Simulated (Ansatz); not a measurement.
Given:

Cl:
```yaml
crystal:
  lattice:
    - [3.99334, -2.14669, 0.00000]
    - [3.99334, 2.14669, 0.00000]
    - [0.00000, 0.00000, 8.33554]
  atoms:
    - { symbol: Cl, position: [0.88645, 0.11355, 0.60653] }
    - { symbol: Cl, position: [0.11355, 0.88645, 0.39347] }
    - { symbol: Cl, position: [0.61355, 0.38645, 0.10653] }
    - { symbol: Cl, position: [0.38645, 0.61355, 0.89347] }
```

This is the PBE-relaxed structure. x, y and z are the axes in which the lattice vectors are written.

Q: All from the program Ansatz at the PBE level (PAW), unless another level is named. Predict the bulk modulus (Birch–Murnaghan fit).

A: 1.3 GPa.

Q: What about the elastic constants (relaxed ions, GPa)?

A: C11 = 1.4, C22 = 5.1, C33 = 9.9, C12 = 0.6, C13 = 0.3, C23 = 3.4, C44 = 4.6, C55 = 0.2, C66 = 0.3.

Space group Cmce (molecular I2 type). The PBE relaxation kept the symmetry of its start. The substance is a gas or liquid at ambient conditions; this is its low-temperature solid. The volume lies over 15 % above that of the usual cell of this phase: another minimum, or an error of the functional. A crystal of weakly bound molecules computed without a dispersion correction: the cell and the soft elastic constants depend strongly on that.

Potentials: the later of the program's two PAW sets.
